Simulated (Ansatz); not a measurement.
NbH₂ (fluorite, space group No. 225) at seven volumes, r²SCAN (plane waves, PAW; program Ansatz), scaled uniformly. One row is withheld.

```csv
V (Å³/atom),P (GPa)
7.129,21.32
7.364,13.10
7.599,6.05
7.834,0.00
8.069,?
8.304,-9.66
8.539,-13.49
```

**Question.** Fit the shown pressures and predict the withheld one.

**Answer.** P = (3/2)B₀(x^(7/2) − x^(5/2))[1 + (3/4)(B′ − 4)(x − 1)] with x = (V₀/V)^(2/3). Least squares on the six rows gives V₀ = 7.834 Å³/atom, B₀ = 187 GPa, B′ = 4.07. At V = 8.069, x = 0.9805 and P = -5.20 GPa. The run itself gave -5.20 GPa.

Space group Fm-3m (fluorite). The workflow started from an entry of the Crystallography Open Database (COD). Its standing as an ambient phase is unchecked. The cell was relaxed with r²SCAN under the symmetry of its start; whether a distortion lowers the energy is not shown. No spin polarisation was allowed.

Potentials: the later of the program's two PAW sets.
